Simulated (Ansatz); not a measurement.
ZnSe (zinc blende)

```xyz
2
Lattice="0.0000 2.8328 2.8328 2.8328 0.0000 2.8328 2.8328 2.8328 0.0000" Properties=species:S:1:pos:R:3 pbc="T T T"
Se     1.4164     1.4164     1.4164
Zn     0.0000     0.0000     0.0000
```

This relaxed cell (volume V₀) is scaled evenly in all directions, its shape held. Symmetry pins the atoms to their sites.

These are r2SCAN (plane waves to 500 eV, PAW, scalar-relativistic; Ansatz, an electronic-structure program) values and carry that method's errors. k mesh 11×11×11 (Γ-centred), Fermi-Dirac smearing 0.05 eV. Energies are smeared free energies. Compression counts positive. ZnSe was relaxed with its symmetry unable to fall. The zero of ΔE is the relaxed starting cell.

| V (Å³/atom) | ΔE (meV/atom) |
|---|---|
| 20.459 | 55.9 |
| 21.027 | 29.9 |
| 21.596 | 12.7 |
| 22.164 | 3.0 |
| 22.732 | 0.0 |
| 23.301 | 2.8 |
| 23.869 | withheld |
| 24.437 | 22.9 |
| 25.005 | 39.0 |

Problem. Fit a third-order Birch-Murnaghan form (E₀, V₀, B₀, B₀′ free) to the given rows and predict ΔE at V = 23.869.

Solution. Least squares on the 8 given rows: ΔE = E₀ + (9V₀B₀/16)·y²·[2 + (B₀′ − 4)y], y = (V₀/V)^(2/3) − 1, with V₀ = 22.731 Å³/atom, B₀ = 65.23 GPa (160.2 GPa = 1 eV/Å³; the term in eV is multiplied by 1000), B₀′ = 4.42, E₀ = 0.01 meV/atom; root-mean-square residual 0.02 meV/atom. At 23.869 the fit gives 10.6 meV/atom; the calculation gives 10.6 meV/atom, the same to the digits shown. For the pressure the fit gives -2.86 GPa against the computed -2.87 GPa.

(A scan under strain: stresses follow from slopes of the energy per volume, elastic moduli from its curvatures.)
